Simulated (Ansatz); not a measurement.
The cell below belongs to a search over invented structures; it isn't taken from experiment.

Input and command of a plane-wave DFT calculation in Ansatz:

```yaml
crystal:
  lattice:
    - [2.9879690751, 0.0, 0.0]
    - [-1.4939845376, 2.5876571248, 0.0]
    - [0.0, 0.0, 9.9169486937]
  atoms:
    - { symbol: B, position: [0.3333333333, 0.6666666667, 0.540817005] }
    - { symbol: B, position: [0.6666666667, 0.3333333333, 0.6081446707] }
    - { symbol: B, position: [0.6666666667, 0.3333333333, 0.1550505507] }
    - { symbol: B, position: [0.3333333333, 0.6666666667, 0.2347370277] }
    - { symbol: Ru, position: [0.6666666667, 0.3333333333, 0.3830660191] }
    - { symbol: Ru, position: [0.3333333333, 0.6666666667, 0.020237932] }
    - { symbol: Pd, position: [0.0, 0.0, 0.7609467949] }
basis:
  ecutwfc: 420
kpoints:
  mp_grid: { grid: [12, 12, 4] }
hamiltonian:
  xc: pbe
scf:
  occupations: { method: gaussian, width: 0.1 }
output:
  forces: true
  stress: true
  eigenvalues: true
relax:
  adjacent_minimum: "off"
  f_tol: 0.01
  max_steps: 30
  cell: { stress_tol: 0.1, fix: [volume] }
```

```bash
ansatz run input.yaml --threads 1 --pin off --max-ram 2560MiB --backend cpu --events-out ev --progress --plain --runs-dir out
```

Processor: Intel(R) Xeon(R) Platinum 8375C CPU @ 2.90GHz (Ice Lake), 1 thread, on a host shared with other jobs.

Q: How long does it run, and how much memory does it take?

A: About 89 s, peak memory 0.49 GiB. It solves 38 bands at 69 k points (after reduction by symmetry) with about 1473 plane waves, in 40 SCF iterations over 6 ionic steps.
